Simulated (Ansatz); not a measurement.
ZnSnN2 in space group R-3m (No. 166; Zn on 3a, Sn on 3b, N on 6c), PBEsol in the plane-wave PAW code Ansatz. The conduction-band minimum lies at F, with 3 equivalent valleys. Second derivatives d²E/dk² of the lowest band at one valley (eV·Å²), along Cartesian directions:

```
direction  d²E/dk²
---------  -------
[100]        23.54
[010]        29.52
[001]        21.86
[110]        21.35
[101]        14.93
[011]        21.20
```

Q: Find the principal effective masses, the density-of-states mass and the conductivity mass.

A: Off-diagonal terms follow from H_xy = H[110] − (H_xx + H_yy)/2, and m*/mₑ = 7.620 eV·Å² over each eigenvalue: 0.23, 0.25, 0.62. One valley's DOS mass (m₁m₂m₃)^(1/3) = 0.33, conductivity mass 3/(Σ 1/mᵢ) = 0.31 mₑ.

Q: What effective density of states Nc follows at 300 K for parabolic valleys?

A: Nc = 2.509e19 × 3 × (0.33)^(3/2) ≈ 1.4e19 cm⁻³.

The start of the workflow was typed in or built on a structure type; neither database checked (COD, Materials Project) lists it. Its standing as an ambient phase is unchecked. Symmetry was held in the PBEsol relaxation. At this level the phase is mechanically unstable. Its formation energy is positive at this level, so the cell may be metastable or incomplete. Spin–orbit coupling is left out wherever it is not named.

Potentials: the earlier of the program's two PAW sets. The files were generated under PBE; for other functionals the program regenerates the frozen cores, and for LDA and PBEsol the local potential too.

Edges and masses are those of Kohn–Sham bands, whose gap is no quasiparticle gap.
